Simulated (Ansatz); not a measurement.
A scan (energy against volume; even scaling of the relaxed cell, symmetry kept) gave these values. All values below come from PBE (plane waves to 420 eV, PAW, scalar-relativistic; Ansatz, a program for electronic structure).

| Item | Value |
|---|---|
| Bulk modulus at fixed cell shape B₀ (third-order Birch-Murnaghan fit) | 44.6 GPa |
| Pressure derivative B₀′ (fit) | 4.7 |
| Equilibrium volume of the fit | 29.76 Å³/atom |

Task: Of these crystals, all scanned alike, which one is it?
A) CdSe (wurtzite)
B) Ti (hcp, Mg type)
C) Se (trigonal-Se type, space group P3_121)

Result: A, CdSe (wurtzite). The others have, for the bulk modulus at fixed cell shape: Ti 112 GPa, Se 13.8 GPa

All were relaxed with their symmetry unable to fall. Ti is run without spin polarisation. With the shape held, the modulus is that of even scaling; a crystal free to change shape is softer.

(Under strain, the slope of the energy per volume gives the stress and its curvature an elastic modulus.)
